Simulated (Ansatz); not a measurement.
Ti (hcp, Mg type)

```yaml
crystal:
  lattice:
    - [2.93885, 0.00000, 0.00000]
    - [-1.46943, 2.54512, 0.00000]
    - [0.00000, 0.00000, 4.64996]
  atoms:
    - { symbol: Ti, position: [0.33333, 0.66667, 0.75000] }
    - { symbol: Ti, position: [0.66667, 0.33333, 0.25000] }
```

In each cell atom 1 (Ti, nearest neighbour Ti at 2.878 Å; its periodic images, 2.9 Å or more away, move with it) moves by s·(0.577, 0.577, 0.577) (along Cartesian [111]), the rest being held.

Level of theory: PBE (plane waves to 420 eV, PAW, scalar-relativistic; Ansatz, a program for electronic structure). k mesh 15×15×8 (Γ-centred), Fermi-Dirac smearing 0.05 eV. Left out: 1 of 11 points, with atoms too close for the PAW data. With partly filled bands, energies and forces of such displacements shift with the k mesh and the smearing. F∥ is the force on the atom along that direction. The PAW data are Ansatz's earlier set. Ti is run without spin polarisation. Ti was relaxed with its symmetry unable to fall. 

| s (Å) | F∥ (eV/Å) |
|---|---|
| -0.464 | 1.143 |
| -0.348 | 0.808 |
| -0.232 | 0.516 |
| -0.116 | 0.247 |
| 0.000 | 0.000 |
| 0.116 | -0.241 |
| 0.232 | -0.503 |
| 0.348 | -0.782 |
| 0.464 | -1.081 |
| 0.580 | -1.386 |

### Question
What is the force constant k = d²E/ds² of this move at s = 0?

### Answer
2.07 eV/Å². The forces along the line at the two nearest points give (0.247 − (-0.241)) / (2·0.116) = 2.10 eV/Å²; the next pair corrects for the finite step.

(For displaced atoms, the force is minus the slope of the energy, and its curvature is a force constant, which sets phonon frequencies.)
